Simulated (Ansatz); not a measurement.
Given:

AlAs:
```
AlAs
1.0
    3.85083     0.00000     0.00000
    0.00000     3.85083     0.00000
    0.00000     0.00000     6.58490
Al As
2 2
Direct
  0.00000   0.50000   0.00000
  0.50000   0.00000   0.50000
  0.00000   0.00000   0.25000
  0.00000   0.00000   0.75000
```

This is the PBE-relaxed structure.

Question: All from plane-wave PAW PBE (Ansatz code), unless another level is named. Predict the electronic character.

Answer: metallic (no gap).

Question: What about the density of states at the Fermi level?

Answer: 0.44 states/eV per atom (mean over ±0.08 eV).

Question: What about the formation energy from the elements (no fitted shifts)?

Answer: 0.12 eV/atom.

Space group P4_2/mmc. The cell is a constructed one: a structure type filled with these elements; neither database checked (COD, Materials Project) lists it. It is not the phase usual at ambient conditions (space group No. 216). The cell was relaxed with PBE under the symmetry of its start; its stability against distortions is not shown here. The references are the lowest solids computed at this level, not always the standard phases. Spin–orbit coupling is left out wherever it is not named.

Potentials: the later of the program's two PAW sets.
